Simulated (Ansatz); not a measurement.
From the elastic tensor of NbB₂ to moduli and sound speeds

All numbers below come from Ansatz, DFT PBEsol, scalar-relativistic, plane waves, PAW. Cutoff 420 eV, 18×18×12 k-points (Γ-centred), Fermi-Dirac smearing of 0.15 eV. No spin polarisation.

Symmetry: P6/mmm, No. 191, hexagonal system. The conventional cell has a = 3.096 Å, b = 3.096 Å, c = 3.292 Å, α = 90.00°, β = 90.00°, γ = 120.00°. Nb (site symmetry 6/mmm) has 12 B at 2.43 Å as nearest neighbours. Around B (site symmetry -6m2) lie 3 B at 1.79 Å.

In a metal, frequencies and elastic constants depend on the k mesh and the smearing, soft modes and shear constants most.

Relaxed-ion constants (GPa, on the Cartesian axes of the calculation):
C11 = 620.0, C12 = 118.6, C13 = 193.2, C22 = 620.0, C23 = 193.2, C33 = 461.4, C44 = 236.7, C55 = 236.7, C66 = 250.7 GPa; the others vanish.

Density 6.961 g/cm³; 3 atoms in 27.32 Å³.

The values that follow are for a polycrystal of randomly turned grains, by Hill's mean where one number stands.

With S = C⁻¹: B_V = (C11+C22+C33+2(C12+C13+C23))/9, G_V = (C11+C22+C33−C12−C13−C23+3(C44+C55+C66))/15, 1/B_R = S11+S22+S33+2(S12+S13+S23), 15/G_R = 4(S11+S22+S33−S12−S13−S23)+3(S44+S55+S66); Hill is their mean. Then v_l = √((B+4G/3)/ρ), v_t = √(G/ρ), v_m = [(2/v_t³+1/v_l³)/3]^(−1/3) and Θ = (ħ/k_B)·v_m·(6π²n/V)^(1/3) for n atoms in the volume V; E = 9BG/(3B+G), ν = (3B−2G)/(2(3B+G)) and A^U = 5G_V/G_R + B_V/B_R − 6.

```
Bulk modulus, Voigt / Reuss / Hill          : 301.3 / 299.5 / 300.4 GPa
Shear modulus, Voigt / Reuss / Hill         : 224.6 / 215.3 / 220.0 GPa
Young's modulus                             : 530 GPa
Poisson ratio                               : 0.206
Pugh ratio B/G                              : 1.37 (under 1.75, the rule of thumb for brittle)
Universal anisotropy index                  : 0.22
Longitudinal and transverse sound speeds    : 9235 and 5621 m/s
Debye temperature from the mean sound speed : 885 K
```

Cost: 1 run of about 3.9 core-minutes, on Arm Neoverse V2 (shared hosts).